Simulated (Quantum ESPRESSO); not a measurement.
Inputs of pw.x and gipaw.x (a modified build of Quantum ESPRESSO, PBE) for Li$_{2}$O; the starting potential comes from an earlier run on another mesh:

```
&CONTROL
  calculation = 'scf'
  prefix = 'x'
  pseudo_dir = './pseudo'
  outdir = './out'
  tprnfor = .true.
/
&SYSTEM
  ibrav = 0
  nat = 3
  ntyp = 2
  ecutwfc = 45
  ecutrho = 180
  occupations = 'fixed'
  nbnd = 6
/
&ELECTRONS
  conv_thr = 1e-11
  startingpot = 'file'
/
ATOMIC_SPECIES
Li 6.940 Li.GGA_PBE-JTH.UPF
O 15.999 O.GGA_PBE-JTH.UPF
CELL_PARAMETERS angstrom
   -0.000000000000     2.315220725000     2.350123550000
    2.315220725000    -0.000000000000     2.350123550000
    2.315220725000     2.315220725000     0.000000000000
ATOMIC_POSITIONS crystal
Li     0.750000000000     0.750000000000     0.750000000000
Li     0.250000000000     0.250000000000     0.250000000000
O     -0.000000000000     0.000000000000     0.000000000000
K_POINTS automatic
5 5 5 1 1 1
```

```
&INPUTGIPAW
  job = 'nmr'
  prefix = 'x'
  tmp_dir = './out/'
  restart_mode = 'from_scratch'
  pawproj(1) = .true.
  pawproj(2) = .true.
  use_nmr_macroscopic_shape = .false.
/
```

The cell was made here from a computed Materials Project entry: strained by +1 % along the cube axis and by -0.5 % across it, atoms relaxed (PBE without dispersion, pw.x of Quantum ESPRESSO, symmetry kept). The parent is Li2O in Fm-3m. Stability against distortions was not tested.

Question: What does gipaw.x print for the total shieldings?

Answer: 
```
     Total NMR chemical shifts in ppm: ---------------------------------------
     (adopting the Simpson convention for anisotropy and asymmetry)-----------

     Atom  1  Li  pos: (  1.052696  1.052696  1.068565)  Total sigma:          78.25
            78.1759         -0.0000          0.0000
            -0.0000         78.1759          0.0000
            -0.0000          0.0000         78.3843

     Li      1    anisotropy:      0.21    eta:    0.0000
     Li      1    sigma_11=     78.18
     Li      1    sigma_22=     78.18
     Li      1    sigma_33=     78.38

     Atom  2  Li  pos: (  0.350899  0.350899  0.356188)  Total sigma:          78.25
            78.1759         -0.0000          0.0000
             0.0000         78.1759         -0.0000
             0.0000          0.0000         78.3843

     Li      2    anisotropy:      0.21    eta:    0.0000
     Li      2    sigma_11=     78.18
     Li      2    sigma_22=     78.18
     Li      2    sigma_33=     78.38

     Atom  3  O   pos: (  0.000000  0.000000  0.000000)  Total sigma:         203.59
           206.2476         -0.0000         -0.0000
            -0.0000        206.2476         -0.0000
            -0.0000          0.0000        198.2882

     O       3    anisotropy:     -7.96    eta:    0.0000
     O       3    sigma_11=    206.25
     O       3    sigma_22=    206.25
     O       3    sigma_33=    198.29
```
The printed anisotropy is 3/2 (σ_33 − σ_iso) in the program's own order; the axes are left out here. Anisotropies that symmetry doesn't fix are less certain than the isotropic values. Shieldings are absolute and leave out the bulk-susceptibility term; a larger σ means a smaller chemical shift. By our sweeps, such settings leave a few ppm in absolute σ. Static lattice: thermal averaging is not included.
